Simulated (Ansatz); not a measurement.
Relaxation of a generated cell, W placed in the AFLOW prototype A_oP8_62_2c (A_c); 8 atoms in the cell, which starts as Pnma (No. 62), oP8; a = 6.238 Å, b = 4.422 Å, c = 4.576 Å, α = β = γ = 90.00°. All values below come from PBE (plane waves to 420 eV, PAW, scalar-relativistic; Ansatz, a first-principles code). Γ-centred k-mesh 5×7×7 on the run's cell (coarser than for final values), Fermi–Dirac smearing 0.05 eV. This is the first round of the run. 

The optimiser's lines from the output (shortened; P is positive under compression):

```
relax step   1: F+E_penalty+E_count = -83077.64486149 eV  Δ(F+E_penalty+E_count) = +0.000e0 eV  max|allowed force component| = 3.206e0 eV/Å  Δτ_max = 0.0000 Å  P = +38.042 GPa  Ω = 126.218 Å³  (7 SCF iters, dr2 threshold 1.00e-7 eV, accepted)
relax step   2: F+E_penalty+E_count = -83082.21148305 eV  Δ(F+E_penalty+E_count) = -4.567e0 eV  max|allowed force component| = 2.204e0 eV/Å  Δτ_max = 0.1566 Å  P = -5.295 GPa  Ω = 139.974 Å³  (6 SCF iters, dr2 threshold 8.00e-7 eV, accepted)
relax step   3: F+E_penalty+E_count = -83085.32791686 eV  Δ(F+E_penalty+E_count) = -3.116e0 eV  max|allowed force component| = 1.824e0 eV/Å  Δτ_max = 0.2000 Å  P = -11.063 GPa  Ω = 137.735 Å³  (6 SCF iters, dr2 threshold 8.00e-7 eV, accepted)
relax step   4: F+E_penalty+E_count = -83087.25365500 eV  Δ(F+E_penalty+E_count) = -1.926e0 eV  max|allowed force component| = 7.369e-1 eV/Å  Δτ_max = 0.1941 Å  P = -2.950 GPa  Ω = 130.577 Å³  (6 SCF iters, dr2 threshold 8.00e-7 eV, accepted)
relax step   5: F+E_penalty+E_count = -83087.38890722 eV  Δ(F+E_penalty+E_count) = -1.353e-1 eV  max|allowed force component| = 5.968e-3 eV/Å  Δτ_max = 0.0638 Å  P = -0.073 GPa  Ω = 129.120 Å³  (6 SCF iters, dr2 threshold 8.00e-7 eV, accepted)
relax step   6: F+E_penalty+E_count = -83087.39149564 eV  Δ(F+E_penalty+E_count) = -2.588e-3 eV  max|allowed force component| = 1.269e-3 eV/Å  Δτ_max = 0.0006 Å  P = -0.001 GPa  Ω = 129.087 Å³  (6 SCF iters, dr2 threshold 8.00e-7 eV, accepted)
relax step   7: F+E_penalty+E_count = -83087.39172415 eV  Δ(F+E_penalty+E_count) = -2.285e-4 eV  max|allowed force component| = 1.325e-4 eV/Å  Δτ_max = 0.0001 Å  P = -0.002 GPa  Ω = 129.087 Å³  (6 SCF iters, dr2 threshold 2.34e-7 eV, accepted)
relax step   8: F+E_penalty+E_count = -83087.39360355 eV  Δ(F+E_penalty+E_count) = -1.879e-3 eV  max|allowed force component| = 1.325e-4 eV/Å  Δτ_max = 0.0000 Å  P = -0.003 GPa  Ω = 129.087 Å³  stress off target by 1.06e-2 GPa  SCF on the basis re-selected at this cell (its energy is not comparable with the rows above)  (9 SCF iters)
```

From the first to the last row the energy changes by -1.22 eV/atom and the volume by +2.3 %. The last row is marked as not comparable with the walk above it, whose basis was carried along; it does compare with step 1, since both stand on a basis selected at the nominal cutoff for their own cell.

Later rounds, restarted from the end of this one on a renewed k-mesh, logged 4 more steps and released under 0.01 eV/atom more. The final structure after all rounds: Im-3m (No. 229), cI2, bcc (W type); a = b = c = 3.1836 Å, α = β = γ = 90.00°. Between re-selections the logged energies stand on a plane-wave basis carried along with the cell. No spin polarisation in the result.

The run could not lose the symmetry of its start.
